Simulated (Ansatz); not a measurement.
AlCrSi in space group P4/nmm (No. 129; Cr on 2a, Al on 2c, Si on 2c) at seven volumes, PBEsol (plane waves, PAW; program Ansatz), shape and atoms relaxed at each. One row is withheld.

| V (Å³/atom) | P (GPa) |
|---|---|
| 12.779 | 16.04 |
| 13.200 | 9.83 |
| 13.622 | 4.53 |
| 14.043 | 0.00 |
| 14.464 | ? |
| 14.885 | -7.04 |
| 15.307 | -9.70 |

### Question
Fit the shown pressures and predict the withheld one.

### Answer
Third-order Birch–Murnaghan: P = (3/2)B₀(x^(7/2) − x^(5/2))[1 + (3/4)(B′ − 4)(x − 1)] with x = (V₀/V)^(2/3). Least squares on the six rows gives V₀ = 14.045 Å³/atom, B₀ = 137.3 GPa, B′ = 4.50. At V = 14.464, x = 0.9806 and P = -3.78 GPa. The run itself gave -3.84 GPa.

The start of the workflow was typed in or built on a structure type; neither database checked (COD, Materials Project) lists it. Its standing as an ambient phase is unchecked. The PBEsol relaxation kept the symmetry of its start, as lowered by the spin order; whether a distortion lowers the energy is not shown. Magnetic state: antiferromagnetic, chosen from 5 collinear starts compared on coarse meshes (ties went to the first, and starts can fall back to one state), not a proven ground state.

Potentials: the earlier of the program's two PAW sets. The files were generated under PBE; for other functionals the program regenerates the frozen cores, and for LDA and PBEsol the local potential too.
